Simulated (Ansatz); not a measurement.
Relaxed ZnS (wurtzite):

```
CELL_PARAMETERS angstrom
      3.84511     0.00000     0.00000
     -1.92255     3.32996     0.00000
      0.00000     0.00000     6.30566
ATOMIC_POSITIONS crystal
  Zn 0.66667 0.33333 0.99985
  Zn 0.33333 0.66667 0.49985
  S  0.66667 0.33333 0.62535
  S  0.33333 0.66667 0.12535
```

A phonon eigenvector at Γ is frozen into this cell: atom i moves by Q times the vector below, so Q is the largest atomic displacement, in Å. The cell is held. It is one choice among 2 degenerate patterns.

```csv
atom,x,y,z
Zn1,0.000,0.490,0.000
Zn2,0.000,0.490,0.000
S3,0.000,-1.000,0.000
S4,0.000,-1.000,0.000
```

Computed with PBE (plane waves to 420 eV, PAW, scalar-relativistic; Ansatz, a program for electronic structure). k mesh 10×10×5 (Γ-centred), Fermi-Dirac smearing 0.05 eV. Energies are smeared free energies. ZnS was relaxed with its symmetry unable to fall. The zero of ΔE is the undisplaced structure.

The scan covers Q from -0.280 to 0.280 Å in 13 points.

**Question.** Which space group does the distorted structure have?

**Answer.** Cm (No. 8), lowered from P6_3mc.

**Question.** Is the energy the same for equal positive and negative displacements?

**Answer.** Even: the same for both signs.

**Question.** What is the energy change at Q = 0.280 Å?

**Answer.** 1093 meV/cell.

**Question.** What harmonic wavenumber does the curvature at Q = 0 give?

**Answer.** 263 cm⁻¹.

(For displaced atoms, the force is minus the slope of the energy, and its curvature is a force constant, which sets phonon frequencies.)
